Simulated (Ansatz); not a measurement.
Starting structure of a cell relaxation (symmetry kept):

```
Cr Co Ge
1.0
     4.09200    0.00000    0.00000
    -2.04600    3.54378    0.00000
     0.00000    0.00000    5.14500
Cr Co Ge
2 2 2
Direct
  0.00000 0.00000 0.00000
  0.00000 0.00000 0.50000
  0.33333 0.66667 0.25000
  0.66667 0.33333 0.75000
  0.33333 0.66667 0.75000
  0.66667 0.33333 0.25000
```

Level of theory: DFT r2SCAN, scalar-relativistic, plane waves, PAW in Ansatz 0.2.0.

Settings: cutoff 500 eV, Γ-centred mesh 12×12×8 on the computed 6-atom cell, Gaussian smearing of 0.10 eV; collinear spin from starting moments 2.98 2.98 0.7 0.7 -0.11 -0.11 μB.

Task: What does it relax to?

Result: The volume goes up by 0.13 Å³/atom to 12.57 Å³/atom, and the energy falls by 10.5 meV/atom. The cell ends with a moment of 6.75 μB (only this magnetic start was tried). Final structure:
```cif
data_structure
_symmetry_space_group_name_H-M 'P 1'
_symmetry_Int_Tables_number 1
_cell_length_a 4.0505
_cell_length_b 4.0505
_cell_length_c 5.3062
_cell_angle_alpha 90.000
_cell_angle_beta 90.000
_cell_angle_gamma 120.000
_cell_volume 75.39
loop_
_atom_site_label
_atom_site_type_symbol
_atom_site_fract_x
_atom_site_fract_y
_atom_site_fract_z
_atom_site_occupancy
Cr1 Cr 0.00000 0.00000 0.00000 1
Cr2 Cr 0.00000 0.00000 0.50000 1
Co1 Co 0.33333 0.66667 0.25000 1
Co2 Co 0.66667 0.33333 0.75000 1
Ge1 Ge 0.33333 0.66667 0.75000 1
Ge2 Ge 0.66667 0.33333 0.25000 1
```

The state reached may not be the lowest one. Only parallel moments were tried here.

Cost: 1 run of about 27 core-minutes, on Intel Xeon Processor @ 2.50GHz (Skylake/Cascade Lake) (shared hosts).